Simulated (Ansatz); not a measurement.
Ga₃Ni₂₀B₆ in space group Fm-3m (No. 225; Pearson symbol cF116), plane-wave PAW PBE (Ansatz code), all energies at zero smearing, with the estimated change up to a 700 eV cutoff added, with one set of potentials and settings (totals compare only within such a set). Cell of 29 atoms (3 Ga, 20 Ni, 6 B): -129088.562 eV.

```tsv
element	reference phase	E (eV/atom)
Ga	Cmce, 4 atoms in the cell	-3783.0209
Ni	Fm-3m, 1 atoms in the cell, spin-polarised	-5839.7239
B	R-3m, 12 atoms in the cell	-155.9161
```

Formation energy per atom, worked out: (-129088.562 − 3×(-3783.0209) − 20×(-5839.7239) − 6×(-155.9161))/29 = -0.328 eV/atom (-32 kJ per mol of atoms), at 0 K, without zero-point energy or fitted corrections.

The workflow started from a Materials Project entry (that database holds measured and hypothetical structures alike); the Crystallography Open Database copy checked does not list it. Its standing as an ambient phase is unchecked. The cell was relaxed with PBE under the symmetry of its start; whether a distortion lowers the energy is not shown. The run is not spin-polarised. The references are the lowest solids computed at this level, not always the standard phases.

Potentials: the later of the program's two PAW sets.
